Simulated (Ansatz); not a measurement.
The elements of this relaxed trial crystal are hidden behind letters.

```
lattice vectors (Å)
   4.8169    0.0000    0.0000
  -2.4084    4.1715    0.0000
   0.0000    0.0000    2.6930
fractional positions
X 0.6667 0.3333 0.5000
X 0.3333 0.6667 0.5000
Z 0.0000 0.0000 0.0000
```

Level of theory: Ansatz 0.2.0, DFT PBE, scalar-relativistic, plane waves, PAW. The final run on the 3-atom cell used 420 eV, a Γ-centred 12×12×16 mesh, 0.10 eV smearing and no spin polarisation.

```
Space group                                 : P6/mmm (No. 191)
Conventional cell                           : a = 4.817 Å, c = 2.693 Å
Volume per atom                             : 18.04 Å³
Density                                     : 5.23 g/cm³
Formation energy                            : +0.29 eV/atom
Gap on the 12×12×16 mesh of the 3-atom cell : 0 eV (a metal)
```

Energies are uncorrected and count from the elements' standard states at the same level.

Question: X is a p-block element of period 4 and Z is a p-block element of period 3. Which elements are they?

Answer: X = Ga, Z = P, so the formula is Ga2P. Density times volume gives a mean mass of 5.23 × 18.04/1.6605 = 56.8 u per atom, and this set has 56.8 u. Among the elements that the hints allow, noble gases aside, only these give it. Ga has 5 Ga at 2.69–2.78 Å and 6 P at 3.09 Å; P has 2 P at 2.69 Å and 12 Ga at 3.09 Å.

An odd number of electrons in the primitive cell allows no gap without spin; a larger cell or a magnetic state could open one. The cell is a metal run without spin; a magnetic state may lie lower. A structure relaxed within its symmetry needn't be a true minimum. Another cell of Ga2P relaxed alike, in P-4m2, lies 255 meV/atom lower, so this cell isn't the stable form at this level.
